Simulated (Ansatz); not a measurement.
**CuClO: relaxation (Ansatz)**

Input:

```yaml
crystal:
  lattice:
    - [3.79209777, 0.0, 0.0]
    - [0.0, 7.94233766, 0.0]
    - [0.0, 0.0, 3.31256814]
  atoms:
    - { symbol: Cu, position: [0.25, 0.11568, 0.75], spin: 1, spin_axis: [0.0, 0.0, 1.0] }
    - { symbol: Cu, position: [0.75, 0.88432, 0.25], spin: 1, spin_axis: [0.0, 0.0, 1.0] }
    - { symbol: Cl, position: [0.25, 0.33003, 0.25] }
    - { symbol: Cl, position: [0.75, 0.66997, 0.75] }
    - { symbol: O, position: [0.25, 0.95168, 0.25] }
    - { symbol: O, position: [0.75, 0.04832, 0.75] }
  symmetry: { tolerance: 0.0003 }
kpoints:
  mp_grid: { grid: [5, 3, 5], shift: [0, 0, 0] }
magnetization:
  noncollinear: true
  spin_orbit: true
scf:
  occupations: { method: fermi_dirac }
  lower_state_search: "off"
hamiltonian:
  pseudopotentials: { kind: paw_fr }
  xc: lda
basis:
  ecutwfc: 420
  fft_grid_basis: typed
relax:
  max_steps: 40
  cell: { p_target: 0.0 }
  f_tol: 0.03
output:
  forces: true
  stress: true
  eigenvalues: true
  bader: true
  populations: true
  elf: true
  write_potential: true
  volumetric_format: npy
  dos:
    e_range: [-12, 8]
    de: 0.05
    projected: { site_lists: { Cl: [Cl], Cu: [Cu], O: [O] } }
    method: { smearing: { sigma: 0.1, scheme: gaussian } }
  write_density: true
checkpoint:
  read: saved_state
```

Run with:

```bash
ansatz run input.yaml --threads 2 --pin off --max-ram 2560MiB --backend cpu --events-out ev --progress --plain --runs-dir out
```

Origin of the cell: a known structure type with other elements, at an estimated volume, so it need not be a known compound.

The smearing width isn't typed, so it takes its default of 0.1 eV.

The saved state is a converged single point of the same cell.

Steps («new basis» is an SCF on plane waves selected anew at the same cell):

```tsv
step	ΔF (meV/atom)	max force component (eV/Å)	P (GPa)	volume (Å³)	SCF iterations	step was
1	0.0	0.915	-11.51	99.77	20	accepted
2	-73.6	0.507	-5.90	89.90	12	accepted
3	-90.2	0.158	2.57	82.51	12	accepted
4	-91.9	0.045	-0.05	85.44	10	accepted
5	-92.0	0.004	-0.03	85.42	8	accepted
6	-92.0	0.002	0.00	85.37	7	accepted
7	-88.8	0.001	-0.35	85.37	10	new basis
8	-89.2	0.007	0.00	84.76	8	accepted
9	-88.9	0.007	-0.02	84.76	8	new basis
10	-89.0	0.003	0.00	84.62	8	accepted
11	-88.9	0.003	0.00	84.62	7	new basis
```

Step 1, with forces in eV/Å:

```xyz
6
Lattice="3.792 0.000 0.000 0.000 7.942 0.000 0.000 0.000 3.313" Properties=species:S:1:pos:R:3:forces:R:3 pbc="T T T" step=1
Cu    0.948    0.919    2.484    0.000   -0.384    0.000
Cu    2.844    7.024    0.828    0.000    0.384    0.000
Cl    0.948    2.621    0.828    0.000   -0.915    0.000
Cl    2.844    5.321    2.484    0.000    0.915    0.000
O     0.948    7.559    0.828    0.000    0.273    0.000
O     2.844    0.384    2.484    0.000   -0.273    0.000
```

Step 2, with forces in eV/Å:

```xyz
6
Lattice="3.726 0.000 0.000 0.000 7.558 0.000 0.000 0.000 3.192" Properties=species:S:1:pos:R:3:forces:R:3 pbc="T T T" step=2
Cu    0.932    0.904    2.394    0.000   -0.247    0.000
Cu    2.795    6.654    0.798    0.000    0.247    0.000
Cl    0.932    2.570    0.798    0.000   -0.507    0.000
Cl    2.795    4.988    2.394    0.000    0.507    0.000
O     0.932    7.168    0.798    0.000    0.129    0.000
O     2.795    0.390    2.394    0.000   -0.129    0.000
```

Step 3, with forces in eV/Å:

```xyz
6
Lattice="3.671 0.000 0.000 0.000 7.193 0.000 0.000 0.000 3.125" Properties=species:S:1:pos:R:3:forces:R:3 pbc="T T T" step=3
Cu    0.918    0.867    2.344    0.000   -0.030    0.000
Cu    2.753    6.326    0.781    0.000    0.030    0.000
Cl    0.918    2.471    0.781    0.000    0.158    0.000
Cl    2.753    4.722    2.344    0.000   -0.158    0.000
O     0.918    6.805    0.781    0.000   -0.126    0.000
O     2.753    0.388    2.344    0.000    0.126    0.000
```

Step 4, with forces in eV/Å:

```xyz
6
Lattice="3.679 0.000 0.000 0.000 7.387 0.000 0.000 0.000 3.143" Properties=species:S:1:pos:R:3:forces:R:3 pbc="T T T" step=4
Cu    0.920    0.869    2.358    0.000    0.013    0.000
Cu    2.760    6.518    0.786    0.000   -0.013    0.000
Cl    0.920    2.492    0.786    0.000    0.017    0.000
Cl    2.760    4.895    2.358    0.000   -0.017    0.000
O     0.920    6.985    0.786    0.000    0.045    0.000
O     2.760    0.403    2.358    0.000   -0.045    0.000
```

Step 7, with forces in eV/Å:

```xyz
6
Lattice="3.676 0.000 0.000 0.000 7.392 0.000 0.000 0.000 3.142" Properties=species:S:1:pos:R:3:forces:R:3 pbc="T T T" step=7
Cu    0.919    0.873    2.357    0.000   -0.001    0.000
Cu    2.757    6.519    0.786    0.000    0.001    0.000
Cl    0.919    2.497    0.786    0.000   -0.001    0.000
Cl    2.757    4.894    2.357    0.000    0.001    0.000
O     0.919    6.995    0.786    0.000    0.000    0.000
O     2.757    0.396    2.357    0.000    0.000    0.000
```

Step 11, with forces in eV/Å:

```xyz
6
Lattice="3.672 0.000 0.000 0.000 7.336 0.000 0.000 0.000 3.142" Properties=species:S:1:pos:R:3:forces:R:3 pbc="T T T" step=11
Cu    0.918    0.872    2.356    0.000    0.003    0.000
Cu    2.754    6.464    0.785    0.000   -0.003    0.000
Cl    0.918    2.494    0.785    0.000   -0.001    0.000
Cl    2.754    4.841    2.356    0.000    0.001    0.000
O     0.918    6.938    0.785    0.000    0.000    0.000
O     2.754    0.398    2.356    0.000    0.000    0.000
```

| Quantity | Value |
| --- | --- |
| Free energy lowered by | 88.9 meV/atom |
| Volume change | -15.18 % |
| Final pressure | 0.00 GPa |
| Relaxation steps listed | 11 |

Caveats: a starting moment was lost; no moments, though an odd count or open d shells may carry them; the k mesh is coarse if the cell is a metal; the relaxation held the start's symmetry, so the end may be a saddle point.

It ran for 760 s of wall time on 2 CPU thread(s) of a shared host, from a saved density.
